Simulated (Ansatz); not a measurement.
## NbCr₂: do energies and stresses tell the same story?

Level of theory: DFT PBEsol, scalar-relativistic, plane waves, PAW in Ansatz.

Plane waves to 420 eV, a k mesh through Γ of 10×10×10 on the computed 6-atom cell and Gaussian smearing (0.10 eV); no spin polarisation.

Relaxed cell: Fd-3m, a = 6.870 Å, b = 6.870 Å, c = 6.870 Å, α = 90.00°, β = 90.00°, γ = 90.00°, 6 atoms in the primitive cell. Whether it is the stable form of this composition wasn't checked.

Energies at zero smearing and pressures from the stress tensor, at volumes with shape and atoms relaxed:
```tsv
V (Å³/atom)	E − E(first) (meV/atom)	P (GPa)
11.889	0.00	40.61
12.294	-86.54	28.07
12.699	-143.60	17.27
13.105	-175.26	7.98
13.510	-185.09	0.00
13.915	-176.17	-6.85
14.321	-151.21	-12.72
14.861	-96.85	-19.27
```

**Question.** Check P = −dE/dV between neighbouring volumes, and get the bulk modulus from the pressures alone.

**Answer.** With 1 eV/Å³ = 160.2 GPa:
```json
{"middle V (Å³/atom)": "12.091", "−ΔE/ΔV (GPa)": "34.211", "mean P (GPa)": "34.341"}
{"middle V (Å³/atom)": "12.497", "−ΔE/ΔV (GPa)": "22.555", "mean P (GPa)": "22.668"}
{"middle V (Å³/atom)": "12.902", "−ΔE/ΔV (GPa)": "12.515", "mean P (GPa)": "12.624"}
{"middle V (Å³/atom)": "13.307", "−ΔE/ΔV (GPa)": "3.885", "mean P (GPa)": "3.989"}
{"middle V (Å³/atom)": "13.713", "−ΔE/ΔV (GPa)": "-3.523", "mean P (GPa)": "-3.426"}
{"middle V (Å³/atom)": "14.118", "−ΔE/ΔV (GPa)": "-9.869", "mean P (GPa)": "-9.786"}
{"middle V (Å³/atom)": "14.591", "−ΔE/ΔV (GPa)": "-16.117", "mean P (GPa)": "-15.995"}
```

The two differ by 0.13 GPa at most. The mean of two end pressures misses the average over a step by about ΔV² P″/12, up to 0.15 GPa here; with that taken off 0.02 GPa remains. Around V = 13.510 Å³/atom, the two neighbours give B = −V ΔP/ΔV = 13.510 × 14.83 / 0.811 = 247.1 GPa, against B0 = 245.9 GPa from the Birch–Murnaghan fit of the energies.

Spin polarisation was left out, and a magnetic state may lie lower.

A ferromagnetic start lost its moments in a first run, so spin was left out; other magnetic orders weren't tried.

Cost: 9 runs of about 3.5 core-minutes in all, on Arm Neoverse V1 (shared hosts).